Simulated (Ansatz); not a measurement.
CsSnI₃ (cubic perovskite)

```xyz
5
Lattice="6.2713 0.0000 0.0000 0.0000 6.2713 0.0000 0.0000 0.0000 6.2713" Properties=species:S:1:pos:R:3 pbc="T T T"
Cs     0.0000     0.0000     0.0000
Sn     3.1357     3.1357     3.1357
I      0.0000     3.1357     3.1357
I      3.1357     3.1357     0.0000
I      3.1357     0.0000     3.1357
```

In this cell atom 5 (I, nearest neighbour Sn at 3.136 Å; its periodic images, 6.3 Å or more away, move with it) is moved by s along Cartesian x, unit vector (1.000, 0.000, 0.000); all other atoms and the cell stay fixed.

Calculation: PBE (plane waves to 420 eV, PAW, scalar-relativistic; Ansatz, a quantum-chemistry and plane-wave program). k mesh 5×5×5 (Γ-centred), Fermi-Dirac smearing 0.05 eV. F∥ is the force on the atom along that direction. CsSnI3 was relaxed with its symmetry unable to fall. Spin-orbit coupling is left out, though I is heavy. This is a high-temperature form of CsSnI3. 

```csv
s (Å),F∥ (eV/Å)
-0.940,0.573
-0.752,0.386
-0.564,0.248
-0.376,0.148
-0.188,0.070
0.000,0.000
0.188,-0.070
0.376,-0.148
0.564,-0.248
0.752,-0.386
0.940,-0.573
```

Task: What is the force constant k = d²E/ds² of this move at s = 0?

Result: 0.36 eV/Å². The forces along the line at the two nearest points give (0.070 − (-0.070)) / (2·0.188) = 0.37 eV/Å²; the next pair corrects for the finite step.

(For displaced atoms, the force is minus the slope of the energy, and its curvature is a force constant, which sets phonon frequencies.)
